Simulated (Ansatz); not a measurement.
**Phase order of Au (relativity switched off)**

Structure types of Au are relaxed in primitive cells with their symmetry kept at 0 GPa, first on PAW files, then by LAPW. The enthalpy is E + pV at zero temperature, without zero-point motion. Only the types listed were tried, and differences under about 5 meV/atom are mesh noise.

Level of theory: DFT with LDA, non-relativistic, in Ansatz 0.2.0; Fermi–Dirac smearing of 0.05 eV, no spin polarisation. LAPW: all electrons, basis error target 0.5 meV/atom.

k meshes: fcc 17×17×17, bcc 18×18×18, hcp 16×16×9, sc 16×16×16, diamond 13×13×13.

Problem. Which type is lowest in enthalpy, and by how much?

Solution. fcc, 2 meV/atom below hcp, which is within the noise of the k meshes. The whole table:

```json
{"start type": "fcc", "ends as": "fcc, Fm-3m", "a, b, c (Å)": "4.264, 4.264, 4.264", "V (Å³/atom)": "19.38", "H − H(lowest), LAPW (meV/atom)": "0.0"}
{"start type": "bcc", "ends as": "bcc, Im-3m", "a, b, c (Å)": "3.393, 3.393, 3.393", "V (Å³/atom)": "19.52", "H − H(lowest), LAPW (meV/atom)": "40.1"}
{"start type": "hcp", "ends as": "hcp, P6_3/mmc", "a, b, c (Å)": "3.018, 3.018, 4.927", "V (Å³/atom)": "19.43", "H − H(lowest), LAPW (meV/atom)": "2.0"}
{"start type": "sc", "ends as": "sc, Pm-3m", "a, b, c (Å)": "2.826, 2.826, 2.826", "V (Å³/atom)": "22.56", "H − H(lowest), LAPW (meV/atom)": "400.7"}
{"start type": "diamond", "ends as": "diamond, Fd-3m", "a, b, c (Å)": "6.368, 6.368, 6.368", "V (Å³/atom)": "32.27", "H − H(lowest), LAPW (meV/atom)": "1032.6"}
```
